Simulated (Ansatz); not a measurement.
TePd:
Space group Cmcm (No. 63); a = 3.791 Å, b = 10.399 Å, c = 4.040 Å, α = β = γ = 90.00°

| atom | site | symmetry | x | y | z |
|---|---|---|---|---|---|
| Te | 4c | m2m | 0.0000 | 0.3595 | 0.2500 |
| Pd | 4c | m2m | 0.0000 | 0.0974 | 0.2500 |
(The calculation used a cell of 4 atoms; values per cell refer to that cell.)

Relaxed at zero pressure with the program Ansatz at the PBEsol level (PAW).

Task: The volume is lowered by 3 % and shape and atoms relax at that volume. What pressure results, and how do the axes share the change?

Result: 3.9 GPa; a -1.6 %, b -1.2 %, c -0.3 %; the energy rises by 7 meV/atom.

Task: Give the new structure.

Result: 
Space group Cmcm (No. 63); a = 3.7325 Å, b = 10.2738 Å, c = 4.0285 Å, α = 90.00°, β = 90.00°, γ = 90.00°

```json
[
 {"atom": "Te", "site": "4c", "symmetry": "m2m", "x": "0.0000", "y": "0.3595", "z": "0.2500"},
 {"atom": "Pd", "site": "4c", "symmetry": "m2m", "x": "0.0000", "y": "0.0964", "z": "0.2500"}
]
```

The phase is kept; no other phase was compared at this pressure.

The start of the workflow was typed in or built on a structure type; neither database checked (COD, Materials Project) lists it. COD files the formula under space group No. 194, so this cell is another polymorph or a model. Its standing as an ambient phase is unchecked. The PBEsol relaxation kept the symmetry of its start; its stability against distortions is not shown here. The run is not spin-polarised. Scalar-relativistic: spin–orbit coupling is off unless named, which matters more the heavier the elements.

Potentials: the earlier of the program's two PAW sets.
